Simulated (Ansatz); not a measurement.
MgTe (NiAs type, P6_3/mmc) under volume change, plane-wave PAW PBEsol (Ansatz code), shape and atoms relaxed at each volume.

| V (Å³/atom) | E − E(relaxed) (meV/atom) | P (GPa) |
|---|---|---|
| 23.447 | 38.2 | 5.73 |
| 24.220 | 16.1 | 3.51 |
| 24.993 | 3.8 | 1.62 |
| 25.766 | 0.0 | 0.00 |
| 26.539 | 3.4 | -1.39 |
| 27.312 | 13.1 | -2.57 |
| 28.085 | 28.0 | -3.59 |

### Question
What does a third-order Birch–Murnaghan fit give for V₀, B₀ and B′?

### Answer
V₀ = 25.77 Å³/atom, B₀ = 49.9 GPa, B′ = 4.2.

The first step of the workflow began from a Materials Project structure, measured or hypothetical; the Crystallography Open Database copy checked does not list it. COD files the formula under space group No. 186. Whether it is the stable phase at ambient conditions was not checked. Symmetry was held in the PBEsol relaxation; whether a distortion lowers the energy is not shown. Spin–orbit coupling is left out wherever it is not named.

Potentials: the later of the program's two PAW sets.
